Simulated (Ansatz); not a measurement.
## Sr5CaAl2O8F2 — coordination and O-17 quadrupole coupling

Cell: a computed structure from the Materials Project (it need not be an observed phase), atoms as given.

Space group Fmm2 (No. 42); a = 9.6373, b = 11.2062, c = 9.5196 Å.

| site | Wyckoff | site symmetry | x | y | z |
| --- | --- | --- | --- | --- | --- |
| Sr1 | 8b | ..2 | 0.2500 | 0.7500 | 0.7477 |
| Sr3 | 4a | mm2 | 0.5000 | 0.5000 | 0.8351 |
| Sr4 | 8d | .m. | 0.6685 | 0.5000 | 0.5001 |
| Ca | 4a | mm2 | 0.5000 | 0.5000 | 0.1745 |
| Al | 8c | m.. | 0.5000 | 0.7499 | 0.4991 |
| O9 | 8c | m.. | 0.5000 | 0.3529 | 0.6427 |
| O10 | 8c | m.. | 0.5000 | 0.3540 | 0.3535 |
| O11 | 16e | 1 | 0.6415 | 0.8528 | 0.5018 |
| F | 8d | .m. | 0.2554 | 0.5000 | 0.2485 |

One atom of each set is listed; the run and its k-mesh use a cell of 18 atoms with edges of 7.35, 6.77, 7.39 Å.

Method: Kohn–Sham DFT in Ansatz, PBE, plane waves and PAW, scalar-relativistic, 420 eV cutoff, Γ-centred 4×4×4 k-points, Fermi–Dirac smearing 0.02 eV.

Q(O-17) = -25.58 mb.

Question: Order the O environments from the weakest to the strongest quadrupole coupling.
A. O9: 1 Al at 1.79 Å; also 5 Sr at 2.46–2.85 Å
B. O10: 1 Al at 1.81 Å; also 1 Ca at 2.36 Å, 4 Sr at 2.69–2.86 Å
C. O11: 1 Al at 1.79 Å; also 4 Sr at 2.46–2.88 Å, 1 Ca at 2.70 Å

Answer: C (1.18 MHz, η = 0.43), A (1.34 MHz, η = 0.09), B (1.53 MHz, η = 0.51).
